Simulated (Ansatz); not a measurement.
BaF2:
```yaml
crystal:
  lattice:
    - [0.00000, 3.12314, 3.12314]
    - [3.12314, 0.00000, 3.12314]
    - [3.12314, 3.12314, 0.00000]
  atoms:
    - { symbol: Ba, position: [0.00000, 0.00000, 0.00000] }
    - { symbol: F, position: [0.25000, 0.25000, 0.25000] }
    - { symbol: F, position: [0.75000, 0.75000, 0.75000] }
```

Plane-wave PAW PBE (Ansatz code) gives a gap of 6.73 eV without spin–orbit coupling, maximum on the K–Γ line, 39 % of the way from K, minimum at Γ.

What happens when spin–orbit coupling is switched on?

The gap drops by 0.01 eV, to 6.72 eV; maximum on the K–Γ line, 39 % of the way from K, minimum at Γ.

Give the electron effective mass with spin–orbit coupling.

0.49 mₑ (isotropic).

Give the hole effective mass with spin–orbit coupling.

2.7, 5.2, 7.3 mₑ (principal values).

Space group Fm-3m (fluorite). The cell was relaxed with PBE under the symmetry of its start.

Potentials: the later of the program's two PAW sets.
